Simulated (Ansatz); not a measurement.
YSi2Pt2:
```
YSi2Pt2
1.0
   -2.04609     2.04609     4.90871
    2.04609    -2.04609     4.90871
    2.04609     2.04609    -4.90871
Y Si Pt
1 2 2
Direct
  0.00000   0.00000   0.00000
  0.38315   0.38315   0.00000
  0.61685   0.61685   0.00000
  0.75000   0.25000   0.50000
  0.25000   0.75000   0.50000
```

Relaxed with LDA. Special points in fractions of this cell's reciprocal vectors: Γ (0.000, 0.000, 0.000); X (0.000, 0.000, 0.500); P (0.250, 0.250, 0.250); N (0.000, 0.500, 0.000); M (0.500, 0.500, -0.500); S (0.293, 0.707, -0.293); S0 (-0.293, 0.293, 0.293); R (-0.087, 0.087, 0.500); G (0.500, 0.500, -0.087).

Problem. List the band energies nearest the Fermi level at these points for LDA in the plane-wave PAW code Ansatz.

Solution. In eV from the Fermi level; about four levels below and three above (degenerate sets whole), none deeper than 8.9 eV; points with the same levels are listed once.

```csv
k,below,above
Γ,-1.62 -1.62 -0.87 -0.80,1.60 1.60 2.47
X,-2.44 -1.80 -0.41 -0.22,3.37 3.51 3.59
P,-2.18 -2.18 -0.29 -0.29,2.88 3.74 4.17
N,-4.00 -4.00 -3.31 -2.08 -0.61,1.41 1.62 2.65
M,-1.32 -1.32 -0.87 -0.53,0.87 2.07 3.21
S,-3.76 -3.76 -3.73 -0.77 -0.51,0.29 2.10 2.41
R,-2.07 -1.22 -0.40 0.00,3.33 3.49 3.51
```

Space group I4/mmm. The workflow started from an entry of the Crystallography Open Database (COD). Whether it is the stable phase at ambient conditions was not checked. Symmetry was held in the LDA relaxation; of distortions, only those at the zone centre were tested. No spin polarisation was allowed. Spin–orbit coupling is left out wherever it is not named.

Potentials: the later of the program's two PAW sets.
